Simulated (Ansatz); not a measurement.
Relaxed SiO2 (rutile):

```xyz
12
Lattice="4.2359 0.0000 0.0000 0.0000 4.2359 0.0000 0.0000 0.0000 5.3798" Properties=species:S:1:pos:R:3 pbc="T T T"
Si     2.1179     2.1179     1.3450
Si     2.1179     2.1179     4.0349
Si     0.0000     0.0000     0.0000
Si     0.0000     0.0000     2.6899
O      3.4183     3.4183     1.3450
O      3.4183     3.4183     4.0349
O      1.3004     2.9355     0.0000
O      1.3004     2.9355     2.6899
O      2.9355     1.3004     0.0000
O      2.9355     1.3004     2.6899
O      0.8176     0.8176     1.3450
O      0.8176     0.8176     4.0349
```

The atoms are displaced by Q × the pattern below (from a DFPT mode at Z = (0.0, 0.0, 0.5), largest move 1; Q in Å), at fixed cell. It is one choice among 2 degenerate patterns. (q is in reciprocal vectors of the primitive cell; the cell shown is doubled to hold the pattern.)

```csv
atom,x,y,z
O5,0.707,-0.707,0.000
O6,-0.707,0.707,0.000
O7,0.253,0.253,0.000
O8,-0.253,-0.253,0.000
O9,-0.253,-0.253,0.000
O10,0.253,0.253,0.000
O11,-0.707,0.707,0.000
O12,0.707,-0.707,0.000
```

Atoms not listed stay in place.

Method: PBE (plane waves to 420 eV, PAW, scalar-relativistic; Ansatz, a program for electronic structure). k mesh 8×8×6 (Γ-centred), Fermi-Dirac smearing 0.05 eV. E stands for the smeared free energy. SiO2 was relaxed with its symmetry unable to fall. The PAW data are Ansatz's earlier set. The zero of ΔE is the undisplaced structure.

```
Q (Å)   ΔE (meV/cell)
------  -------------
-0.180            862
-0.150            595
-0.120            379
-0.090            212
-0.060       withheld
-0.030             24
0.000               0
0.030              24
0.060        withheld
0.090             212
0.120             379
0.150             595
0.180             862
```

Q: Fit an even polynomial form (powers 2, 4) to the given rows and predict ΔE at Q = 0.060.

A: Least squares on the 11 given rows: ΔE = (26070)·Q² + (16400)·Q⁴, in meV/cell with Q in Å; root-mean-square residual 0.3 meV/cell. At 0.060 the fit gives 94 meV/cell; the calculation gives 94 meV/cell, the same to the digits shown. The quadratic term alone would give 94 meV/cell.

(A displaced cell: forces are minus the slopes of the energy, force constants its curvatures, and phonons follow from these.)
